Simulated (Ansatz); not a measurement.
# CaIn$_{6}$, a known structure type with other elements, at an estimated volume

```
Ca In
1.0
     5.78851    0.00000    0.00000
     0.00000    5.78851    0.00000
     0.00000    0.00000    5.78851
Ca In
1 6
Cartesian
  0.0000 0.0000 0.0000
  2.8943 2.8943 1.1577
  2.8943 2.8943 4.6308
  1.1577 2.8943 2.8943
  4.6308 2.8943 2.8943
  2.8943 1.1577 2.8943
  2.8943 4.6308 2.8943
```

Single point in Ansatz 0.2.0 with m-r2SCAN, no spin polarisation. Cutoff 500 eV, PAW datasets, 6×6×6 Γ-centred k mesh, fermi-dirac filling (width 0.1 eV).

Q: Is there a gap?

A: It is a metal on this mesh, though the bands barely overlap, with about 0.59 states/eV a cell as the mean within 0.25 eV of the Fermi level, mostly In p (74 %).

Q: Describe some of the short contacts.

A: In–In at 2.32 Å: least valence density 0.66 e/Å³ and ELF 0.35 there. Ca–In at 4.25 Å: least valence density 0.03 e/Å³ and ELF 0.05 there, so no covalent bond. These are pseudo-fields; inside the PAW spheres they differ from the all-electron ones.

Q: What does the stress say?

A: The pressure is 40.7 GPa (compression positive), so with the atoms held at these fractions the cell would first expand; the forces are large, so a full relaxation may end otherwise.

Q: What is the formation energy?

A: 1.78 eV an atom against the elements' usual phases (free molecules for gases, crystals otherwise, with no correction for O₂ or N₂), so at this geometry it isn't bound against them. Relaxing would lower it.

Origin: a known structure type with other elements, at an estimated volume, so it need not be a known compound. Caveats: atoms or cell far from equilibrium; m-r2SCAN is r2SCAN with a changed spin dependence that lowers moments.
